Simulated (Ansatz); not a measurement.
## Energy against volume for LaMnO3 (space group R-3c)

LaMnO3 (space group R-3c)

```xyz
10
Lattice="2.7520 1.5889 4.3987 -2.7520 1.5889 4.3987 0.0000 -3.1778 4.3987" Properties=species:S:1:pos:R:3 pbc="T T T"
La     0.0000     0.0000     9.8970
La     0.0000     0.0000     3.2990
Mn     0.0000     0.0000     6.5980
Mn     0.0000     0.0000     0.0000
O     -1.2148     1.0736     5.4983
O      1.2148    -1.0736     7.6977
O     -0.3224    -1.5889     5.4983
O      0.3224     1.5889     7.6977
O      1.5372     0.5152     5.4983
O     -1.5372    -0.5152     7.6977
```

E(V) scan at fixed shape, V₀ the volume above. The atoms relax within the cell's symmetry.

Method: PBEsol (plane waves to 420 eV, PAW, scalar-relativistic; Ansatz, an electronic-structure program). k mesh 11×11×11 (Γ-centred), Fermi-Dirac smearing 0.05 eV. E stands for the smeared free energy. Compression counts positive. With the shape held, the modulus is that of even scaling; a crystal free to change shape is softer. On this mesh the relaxed cell isn't quite at rest: it carries a pressure of -0.2 GPa (compression positive) at the zero of the scan. LaMnO3 is run spin-polarised and with no Hubbard U. LaMnO3 was relaxed with its symmetry unable to fall. Relaxed LaMnO3 ends ferromagnetic. This is one of several known forms of LaMnO3; the measured ambient cells at hand have space group No. 62. The magnetic order is the one the run started from; other orders were not tried. The zero of ΔE is the relaxed starting cell.

```csv
V/V₀,ΔE (eV/atom),P (GPa),moment (μB/cell)
0.940,0.019,9.6,6.56
0.950,0.013,7.8,6.73
0.960,0.008,6.0,6.88
0.970,0.004,4.4,7.02
0.980,0.002,2.8,7.15
0.990,0.000,1.3,7.27
1.000,0.000,-0.2,7.38
1.010,0.001,-1.6,7.49
1.020,0.002,-2.8,7.62
1.030,0.005,-3.9,7.77
1.040,0.008,-5.0,7.88
1.050,0.012,-6.3,7.95
1.060,0.017,-7.6,7.98
```

What the scan shows:

| Property | Result |
|---|---|
| Pressure at the smallest volume | 9.6 GPa |
| Energy cost of the largest compression | 19 meV/atom |
| Energy cost of the largest expansion | 17 meV/atom |
| Bulk modulus at fixed cell shape B₀ (third-order Birch-Murnaghan fit) | 139 GPa |
| Pressure derivative B₀′ (fit) | 4.5 |
| Equilibrium volume of the fit | 11.52 Å³/atom |
| Pressure for 5 % compression (fit) | 8.0 GPa |

The 13 points together took around 80 core-minutes (rough).

(A scan under strain: stresses follow from slopes of the energy per volume, elastic moduli from its curvatures.)
